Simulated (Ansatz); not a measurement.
BeSiSb2, ordered on the zincblende lattice (P-4m2) with 4 atoms a cell was relaxed with 5 functionals in Ansatz 0.2.0, cell and atoms free, the symmetry of the start kept (meshes: PBE 6×6×4, r2SCAN 6×6×4, PBEsol 6×6×4, LDA 6×6×4, HSE06 4×4×4). No spin polarisation and no zero-point or thermal motion; the cell was built from a prototype and may be hypothetical.

The r2SCAN result:
```yaml
crystal:
  lattice:
    - [4.12185, 0.00000, 0.00000]
    - [0.00000, 4.12185, 0.00000]
    - [0.00000, 0.00000, 5.77921]
  atoms:
    - { symbol: Be, position: [0.00000, 0.00000, 0.00000] }
    - { symbol: Sb, position: [0.00000, 0.50000, 0.22621] }
    - { symbol: Si, position: [0.50000, 0.50000, 0.50000] }
    - { symbol: Sb, position: [0.50000, 0.00000, 0.77379] }
```

It is tetragonal, P-4m2 (No. 115); conventional cell a = 4.122 Å, c = 5.779 Å, 24.55 Å³ an atom. Be has 4 Sb at 2.44 Å; Sb has 2 Be at 2.44 Å and 2 Si at 2.60 Å; Si has 4 Sb at 2.60 Å.

Question: What lattice does PBE give?

Answer: a = 4.144 Å, c = 5.802 Å; the volume differs by +1.5 % from r2SCAN's. Around Be lie 4 Sb at 2.45 Å; around Sb lie 2 Be at 2.45 Å and 2 Si at 2.62 Å; around Si lie 4 Sb at 2.62 Å.

Question: How does the cell change with HSE06?

Answer: a = 4.125 Å, c = 5.724 Å; the volume differs by -0.8 % from r2SCAN's. Around Be lie 4 Sb at 2.43 Å; around Sb lie 2 Be at 2.43 Å and 2 Si at 2.59 Å; around Si lie 4 Sb at 2.59 Å.

Question: Held at the r2SCAN cell, what mean stress do LDA and PBE find, and does its sign point to their own minimum?

Answer: Yes. LDA -2.48 GPa, and its relaxed volume is -4.1 % from r2SCAN's; PBE +0.98 GPa, and its relaxed volume is +1.5 % from r2SCAN's. Compression counts positive, so a positive stress asks for a larger cell.

The cell is metallic with PBE, PBEsol, LDA, and these meshes limit the relaxed cells of a metal. A gap that a hybrid shows on its coarser mesh alone may close between the points.

Spin-orbit coupling is left out, which matters wherever the heavy atoms make up the band edges.

The meshes of the hybrids are coarse, so their gaps aren't converged to the digits shown.
